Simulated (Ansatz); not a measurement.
TiSeS in space group P3m1 (No. 156; Ti on 1b, Se on 1c, S on 1a) under volume change, r²SCAN+D4 (plane waves, PAW; program Ansatz), shape and atoms relaxed at each volume.

```json
[
 {"V (Å³/atom)": "19.037", "E − E(relaxed) (meV/atom)": "20.9", "P (GPa)": "4.16"},
 {"V (Å³/atom)": "19.664", "E − E(relaxed) (meV/atom)": "8.3", "P (GPa)": "2.37"},
 {"V (Å³/atom)": "20.292", "E − E(relaxed) (meV/atom)": "1.8", "P (GPa)": "1.00"},
 {"V (Å³/atom)": "20.919", "E − E(relaxed) (meV/atom)": "0.0", "P (GPa)": "0.00"},
 {"V (Å³/atom)": "21.547", "E − E(relaxed) (meV/atom)": "1.4", "P (GPa)": "-0.68"},
 {"V (Å³/atom)": "22.175", "E − E(relaxed) (meV/atom)": "5.0", "P (GPa)": "-1.08"},
 {"V (Å³/atom)": "22.802", "E − E(relaxed) (meV/atom)": "9.7", "P (GPa)": "-1.31"}
]
```

Problem. What does a third-order Birch–Murnaghan fit give for V₀, B₀ and B′?

Solution. V₀ = 20.93 Å³/atom, B₀ = 26.6 GPa, B′ = 11.5.

The workflow started from a Materials Project entry (that database holds measured and hypothetical structures alike); the Crystallography Open Database copy checked does not list it. Whether it is the stable phase at ambient conditions was not checked. The r²SCAN+D4 relaxation kept the symmetry of its start; its stability against distortions is not shown here. No spin polarisation was allowed.

Potentials: the later of the program's two PAW sets.
